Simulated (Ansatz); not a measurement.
## Property card for ZrCu

ZrCu:
```cif
data_Cu2Zr2
_chemical_formula_sum 'Zr2 Cu2'
_space_group_name_H-M_alt 'P 1'
_space_group_IT_number 1
_cell_length_a 3.27703
_cell_length_b 4.12568
_cell_length_c 5.29886
_cell_angle_alpha 90.000
_cell_angle_beta 103.399
_cell_angle_gamma 90.000
loop_
_space_group_symop_operation_xyz
  'x, y, z'
loop_
_atom_site_label
_atom_site_type_symbol
_atom_site_fract_x
_atom_site_fract_y
_atom_site_fract_z
_atom_site_occupancy
Zr1 Zr 0.36150 0.75000 0.20185 1
Zr2 Zr 0.63850 0.25000 0.79815 1
Cu1 Cu 0.06379 0.75000 0.64386 1
Cu2 Cu 0.93621 0.25000 0.35614 1
```

Space group P2_1/m (No. 11); conventional cell a = 3.2770 Å, b = 4.1257 Å, c = 5.2989 Å, α = 90.00°, β = 103.40°, γ = 90.00°.

Method: r²SCAN in the plane-wave PAW code Ansatz. Structure relaxed to zero pressure with the same functional. Other levels are named where they apply.

Cell and energy:

```yaml
volume_per_atom: 17.42 Å³
density: 7.38 g/cm³
Formation energy from the elements (no fitted shifts): -0.14 eV/atom
```

Electronic structure:

```yaml
electronic_character: metallic (no gap)
Density of states at the Fermi level: 0.82 states/eV per atom (mean over ±0.08 eV)
Gap with spin–orbit coupling: none (metallic)
```

Mechanics:

```yaml
Bulk modulus (Birch–Murnaghan fit): 123 GPa
Pressure derivative B′: 3.7
```

Charges:

```yaml
bader_charges: Zr +1.25, Cu -1.25 e
```

The workflow started from a Materials Project entry (that database holds measured and hypothetical structures alike); the Crystallography Open Database copy checked does not list it. Whether it is the stable phase at ambient conditions was not checked. The cell was relaxed with r²SCAN under the symmetry of its start; its stability against distortions is not shown here. No spin polarisation was allowed. Axis ratios of metals converge slowly with the k-mesh, so a and c are less sure than the volume. The references are the lowest solids computed at this level, not always the standard phases. Scalar-relativistic: spin–orbit coupling is off unless named, which matters more the heavier the elements.

Potentials: the later of the program's two PAW sets.
